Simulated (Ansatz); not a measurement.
NaYCd2, a known structure type with other elements, at an estimated volume

```
Y Na Cd
1.0
     4.00424    0.00000    0.00000
    -2.00212    3.46778    0.00000
    -2.00212    1.15593    6.69564
Y Na Cd
1 1 2
Direct
  0.50000 0.50000 0.50000
  0.00000 0.00000 0.00000
  0.24260 0.75740 0.72780
  0.75740 0.24260 0.27220
```

Level: r2SCAN, no spin polarisation; 500 eV; 10×10×10 Γ-centred mesh; fermi-dirac occupations (width 0.1 eV); Ansatz 0.2.0, fixed geometry.

(1) What does the stress say?

(2) Which element gives electrons and which takes them?

(3) Which atom feels the largest force, and which way?

(4) Is there a gap?

(5) What do density and ELF say about some of the short contacts?

Origin: a known structure type with other elements, at an estimated volume, so it need not be a known compound. Caveats: atoms or cell far from equilibrium.

## Answers

(1) The pressure is 14.8 GPa (compression positive), so with the atoms held at these fractions the cell would first expand; the forces are large, so a full relaxation may end otherwise.

(2) Bader charges in e: Na +0.75, Y +1.41, Cd -1.08. In the mean Y gives up most and Cd takes most.

(3) The largest is on Cd3 (and as large on other atoms): 1.82 eV/Å, components (0.00, 0.00, 1.82). It makes 123° with the line to a nearest neighbour, Y1 at 2.77 Å.

(4) It is a metal, with about 1.9 states/eV a cell as the mean within 0.25 eV of the Fermi level.

(5) Y–Cd at 2.77 Å: least valence density 0.26 e/Å³ and ELF 0.15 there. Na–Cd at 2.94 Å: least valence density 0.08 e/Å³ and ELF 0.03 there. These are pseudo-fields; inside the PAW spheres they differ from the all-electron ones.
